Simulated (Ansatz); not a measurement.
## Band table of Ni (fcc type)

```xyz
1
Lattice="0.0000 1.3269 1.3269 1.3269 0.0000 1.3269 1.3269 1.3269 0.0000" Properties=species:S:1:pos:R:3 pbc="T T T"
Ni    0.0000    0.0000    0.0000
```

The cell comes from a relaxation on PAW files under the same functional.

Computed with Ansatz 0.2.0; functional PBEsol, scalar-relativistic. Settings: a Γ-centred 20×20×20 k mesh, Fermi–Dirac smearing of 0.05 eV, spin-polarised from start moments Ni 1 μB. Methods: LAPW: all electrons, basis error target 1 meV/atom.

This run: volume at 0.45 of the series' base cell.

The start moments died away, and the runs ended non-magnetic.

Path points, in fractions of the reciprocal vectors: Γ (0.000, 0.000, 0.000), X (0.500, 0.000, 0.500), U (0.625, 0.250, 0.625), K (0.375, 0.375, 0.750), L (0.500, 0.500, 0.500), W (0.500, 0.250, 0.750). The distance column jumps between branches of the path. Levels in eV from the Fermi level; bands 5 to 10, counted from the lowest band of the run. The gap is zero, the pressure 1186 GPa.

```
# k(1/Å) point b5 b6 b7 b8 b9 b10
0.000 Γ -15.59 -6.49 -6.49 -6.49 -2.61 -2.61
0.296 - -15.17 -6.79 -6.29 -6.29 -2.89 -2.52
0.592 - -14.03 -7.60 -5.69 -5.69 -3.64 -2.26
0.888 - -12.56 -8.71 -4.74 -4.74 -4.38 -1.86
1.184 - -11.70 -9.91 -4.10 -3.51 -3.51 -1.37
1.480 - -12.09 -11.01 -2.11 -2.11 -2.07 -0.87
1.776 - -13.01 -11.87 -0.75 -0.75 -0.43 0.94
2.072 - -13.75 -12.42 -0.14 0.29 0.29 3.80
2.368 X -14.03 -12.61 -0.03 0.69 0.69 5.09
2.472 - -13.99 -12.57 -0.07 0.45 0.67 5.37
2.577 - -13.87 -12.46 -0.21 -0.15 0.63 6.07
2.681 - -13.69 -12.27 -0.91 -0.43 0.54 7.00
2.786 - -13.45 -12.00 -1.72 -0.71 0.43 8.05
2.891 - -13.16 -11.67 -2.54 -1.05 0.29 9.17
2.995 - -12.84 -11.27 -3.34 -1.43 0.12 10.34
3.100 - -12.48 -10.82 -4.10 -1.82 -0.09 11.54
3.205 U -12.09 -10.35 -4.82 -2.22 -0.32 12.77
4.654 K -12.09 -10.35 -4.82 -2.22 -0.32 12.77
4.968 - -10.81 -9.05 -6.63 -3.35 -1.15 10.65
5.282 - -9.45 -8.34 -7.87 -4.16 -2.14 6.87
5.596 - -9.10 -8.49 -7.68 -4.52 -3.21 3.52
5.910 - -10.34 -8.52 -6.55 -4.44 -4.25 0.70
6.224 - -12.11 -8.08 -5.82 -5.16 -3.99 -1.38
6.538 - -13.85 -7.38 -5.88 -5.84 -3.36 -2.39
6.852 - -15.12 -6.75 -6.33 -6.27 -2.82 -2.60
7.166 Γ -15.59 -6.49 -6.49 -6.49 -2.61 -2.61
7.422 - -15.27 -6.65 -6.37 -6.37 -2.68 -2.68
7.678 - -14.41 -7.03 -6.09 -6.09 -2.82 -2.82
7.934 - -13.22 -7.33 -5.84 -5.84 -2.81 -2.81
8.191 - -12.26 -6.99 -5.86 -5.86 -2.39 -2.39
8.447 - -12.02 -6.13 -6.13 -5.55 -1.64 -1.64
8.703 - -12.21 -6.46 -6.46 -3.48 -0.83 -0.83
8.960 - -12.44 -6.70 -6.70 -1.60 -0.22 -0.22
9.216 L -12.54 -6.78 -6.78 -0.80 0.01 0.01
9.425 - -12.37 -7.00 -6.64 -2.20 -0.02 1.57
9.634 - -11.89 -7.58 -6.20 -3.72 -0.10 3.61
9.844 - -11.18 -8.42 -5.50 -5.02 -0.21 5.75
10.053 - -10.37 -9.33 -6.11 -4.62 -0.31 7.96
10.262 - -10.17 -9.56 -6.99 -3.78 -0.27 10.22
10.471 - -10.84 -8.85 -7.64 -3.25 0.04 12.48
10.681 - -11.26 -8.36 -8.04 -3.10 0.49 14.69
10.890 W -11.40 -8.17 -8.17 -3.09 0.70 16.12
11.038 - -11.54 -9.16 -7.10 -2.94 0.70 14.55
11.186 - -11.90 -10.03 -5.94 -2.53 0.70 12.95
11.334 - -12.38 -10.80 -4.72 -1.96 0.69 11.36
11.482 - -12.90 -11.43 -3.44 -1.36 0.69 9.77
11.630 - -13.36 -11.94 -2.14 -0.82 0.69 8.24
11.778 - -13.72 -12.31 -0.88 -0.39 0.69 6.80
11.926 - -13.95 -12.53 -0.12 0.20 0.69 5.62
12.074 X -14.03 -12.61 -0.03 0.69 0.69 5.09
```
